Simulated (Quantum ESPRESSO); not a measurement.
AlZnGaCl2F6 (made-up cell, one site empty) (calculated)

All values are calculated (Quantum ESPRESSO 7.5). Calculation on a made-up crystal cell, not a measurement, run twice, once with a planted mistake found by running each candidate: periodic Kohn-Sham density functional theory in plane waves with PseudoDojo standard norm-conserving scalar-relativistic pseudopotentials, each functional with its own files (v0.5 for PBE, v0.4.1 for LDA and PBEsol), no spin polarisation, no spin-orbit coupling, atoms not relaxed, stress positive in tension, energies less a fixed whole-eV offset for each atom's element; levels are Kohn-Sham levels at fractions of this cell's reciprocal vectors, counted from the reference band (half the neutral cell's valence electrons, rounded up) at Gamma; error bars cover cutoff and k-mesh only, not smearing or the files; each bar is the largest change over components, and at least 0.002 eV, 0.002 eV per angstrom or 0.02 GPa; a charged cell sits in a uniform background, with energy and stress on this program's zero of potential; no dispersion term; energies are for the whole cell, and the offsets were chosen from early runs and are not element reference energies; a distance is the largest change of any value in units of its error bar (the energy's for the smearing term), a scale change is of lengths, and a coarse mesh keeps the half-step shift.

```cif
# cell vector a (Å): 4.6693 0.0136 -0.0211
# cell vector b (Å): 0.0136 4.7084 -0.0137
# cell vector c (Å): -0.0281 -0.0182 6.2268
data_AlZnGaCl2F6
_symmetry_space_group_name_H-M 'P 1'
_symmetry_Int_Tables_number 1
_cell_length_a 4.6694
_cell_length_b 4.7084
_cell_length_c 6.2269
_cell_angle_alpha 90.335
_cell_angle_beta 90.518
_cell_angle_gamma 89.667
_cell_volume 136.89
loop_
_atom_site_label
_atom_site_type_symbol
_atom_site_fract_x
_atom_site_fract_y
_atom_site_fract_z
_atom_site_occupancy
Zn1 Zn 0.99866 0.99011 0.00095 1
Al1 Al 0.50002 0.51064 0.25282 1
Ga1 Ga 0.00246 0.99682 0.49910 1
F1 F 0.30282 0.30649 0.99319 1
F2 F 0.68782 0.67963 0.00676 1
F3 F 0.81570 0.19690 0.24568 1
Cl1 Cl 0.20685 0.81130 0.24487 1
F4 F 0.32229 0.29890 0.50016 1
F5 F 0.68981 0.69689 0.50198 1
Cl2 Cl 0.80917 0.19304 0.75379 1
F6 F 0.18908 0.80132 0.75261 1
_calc_lattice_type 'rutile, doubled along c'
_calc_empty_site 4
_calc_intended_functional 'pbe'
_calc_intended_cutoff 1143  # eV
_calc_intended_fermi_dirac_smearing 0.025  # eV
_calc_intended_scf_tolerance 1e-07  # eV
_calc_intended_electrons_removed 0
_calc_healthy_free_energy_less_offsets 34.445  # eV
_calc_healthy_scf_iterations 11
_calc_healthy_smearing_term_minus_ts 0  # eV
_calc_healthy_pressure 17.04  # GPa
_calc_healthy_stress_xx -19.35  # GPa
_calc_healthy_stress_yy -18.49  # GPa
_calc_healthy_stress_zz -13.26  # GPa
_calc_healthy_stress_yz -0.16  # GPa
_calc_healthy_stress_xz -0.91  # GPa
_calc_healthy_stress_xy 18.81  # GPa
_calc_healthy_reference_band 46
_calc_faulty_free_energy_less_offsets 35.207  # eV
_calc_faulty_scf_iterations 10
_calc_faulty_smearing_term_minus_ts 0  # eV
_calc_faulty_pressure 24.74  # GPa
_calc_faulty_stress_xx -26.62  # GPa
_calc_faulty_stress_yy -25.7  # GPa
_calc_faulty_stress_zz -21.88  # GPa
_calc_faulty_stress_yz -0.15  # GPa
_calc_faulty_stress_xz -0.91  # GPa
_calc_faulty_stress_xy 21.19  # GPa
_calc_faulty_reference_band 46
_calc_candidate_k_points_along_each_vector 2
_calc_candidate_cutoff 605  # eV
_calc_candidate_smearing 0.51  # eV
_calc_candidate_functional 'lda'
_calc_candidate_scf_tolerance 0.1  # eV
_calc_candidate_electrons_removed -1
_calc_candidate_scale_change -1.45  # percent
_calc_candidate_first_exchanged_site 10
_calc_candidate_second_exchanged_site 11
_calc_intended_k_mesh '5 x 5 x 4, shifted by half a step'
_calc_structure_shown 'as intended, without the mistake'
_calc_fault_kind 'cell scaled'
_calc_other_mistakes_compared 7
_calc_distance_from_healthy 430.9  # error bars
_calc_distance_from_nearest_other_mistake 402.8  # error bars
_calc_healthy_error_bar_energy 0.003075  # eV
_calc_healthy_error_bar_stress 0.02  # GPa
_calc_healthy_error_bar_force 0.002  # eV/angstrom
_calc_healthy_error_bar_next_band_up 0.002  # eV
```

Atoms:
```csv
atoms element,atom site,atom energy offset (eV)
Zn,1,-5687
Al,2,-64
Ga,3,-2080
F,5,-677
F,6,-677
F,7,-677
Cl,8,-449
F,9,-677
F,10,-677
Cl,11,-449
F,12,-677
```

Healthy forces:
```csv
site,x (eV/Å),y (eV/Å),z (eV/Å)
1,-0.105,-0.115,-2.607
2,4.087,-4.715,-0.664
3,0.049,0.052,3.621
5,1.016,0.83,2.778
6,-0.662,-0.667,2.53
7,-1.671,1.574,1.196
8,0.654,-0.451,0.648
9,0.077,0.391,-2.334
10,-0.038,-0.398,-2.342
11,-3.907,4.005,-1.364
12,0.499,-0.506,-1.46
```

Healthy levels:
```csv
level k point,next band up (eV)
Gamma,3.544
"(1/2,1/2,1/2)",4.647
"(0.15,0,0)",3.788
"(0,0.15,0)",3.78
"(0,0,0.15)",3.724
```

Faulty forces:
```csv
site,x (eV/Å),y (eV/Å),z (eV/Å)
1,-0.131,-0.181,-2.65
2,4.498,-5.252,-0.648
3,0.072,0.039,3.669
5,1.137,0.942,2.751
6,-0.706,-0.722,2.42
7,-1.928,1.849,1.248
8,0.79,-0.544,0.654
9,0.144,0.469,-2.282
10,-0.101,-0.489,-2.26
11,-4.607,4.734,-1.388
12,0.831,-0.845,-1.515
```

Faulty levels:
```csv
level k point,next band up (eV)
Gamma,3.866
"(1/2,1/2,1/2)",4.917
"(0.15,0,0)",4.113
"(0,0.15,0)",4.105
"(0,0,0.15)",4.051
```

Candidate mistake: coarse kmesh, low cutoff, wide smearing, wrong functional, loose scf, wrong charge, cell scaled, atoms exchanged
